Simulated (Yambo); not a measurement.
```
CELL_PARAMETERS angstrom
      3.92494     0.00000     0.00000
      0.00000     3.92494     0.00000
      0.00000     0.00000     3.87330
ATOMIC_POSITIONS crystal
  Cl 0.50000 0.50000 0.50000
  Rb 0.00000 0.00000 0.00000
```

RbCl (space group P4/mmm, No. 123) under biaxial strain of +1 % along x and y, z relaxed: mean Im ε in 1 eV windows above the direct gap of 7.83 eV, for different electron-hole kernels (Yambo, broadening 0.15 eV, PBEsol (pw.x of Quantum ESPRESSO, ONCV potentials, no spin-orbit coupling) bands; 8×8×8 mesh, 3 valence and 3 conduction bands, static screening with 30 bands and a 4 Ry block, scissor 2.91 eV, Tamm-Dancoff; field along x).

| window (eV) | independent quasiparticles | BSE |
|---|---|---|
| 7.8 to 8.8 | 0.5 | 3.0 |
| 8.8 to 9.8 | 1.3 | 2.5 |
| 9.8 to 10.8 | 4.0 | 1.4 |

This run doesn't resolve bound excitons or single peaks, so only averages are given, and they too depend on the mesh; weight that the attraction moves below the gap isn't listed. All transitions below 11.69 eV are in the band window. The scissor comes from a G0W0 run whose convergence isn't established.

This is not the ordinary phase of the substance.
